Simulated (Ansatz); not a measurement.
MgS:
```
MgS
1.0
    0.00000     2.79684     2.79684
    2.79684     0.00000     2.79684
    2.79684     2.79684     0.00000
S Mg
1 1
Direct
  0.75000   0.75000   0.75000
  0.00000   0.00000   0.00000
```

Relaxed with LDA. Special points in fractions of this cell's reciprocal vectors: Γ (0.000, 0.000, 0.000); X (0.500, 0.000, 0.500); U (0.625, 0.250, 0.625); K (0.375, 0.375, 0.750); L (0.500, 0.500, 0.500); W (0.500, 0.250, 0.750).

### Question
List the band energies nearest the valence-band maximum at these points for LDA (plane waves, PAW; program Ansatz).

### Answer
In eV from the valence-band maximum; about four levels below and three above (degenerate sets whole), none deeper than 8.9 eV; points with the same levels are listed once.

```csv
k,below,above
Γ,0.00 0.00 0.00,3.37 7.83 7.83 7.83
X,-2.99 -1.10 -1.10,3.63 5.47 11.23
U,-2.63 -2.02 -0.86,4.62 6.88 9.57
L,-3.33 -0.34 -0.34,4.99 7.49 7.49
W,-2.43 -1.97 -1.43,5.36 7.94 8.03
```

Space group F-43m (zinc blende). The cell is a constructed one: a structure type filled with these elements; the Crystallography Open Database copy checked does not list it. COD files the formula under space group No. 225, so this cell is another polymorph or a model. Whether it is the stable phase at ambient conditions was not checked. The cell was relaxed with LDA under the symmetry of its start; phonons on a q-mesh show no instability.

Potentials: the later of the program's two PAW sets.
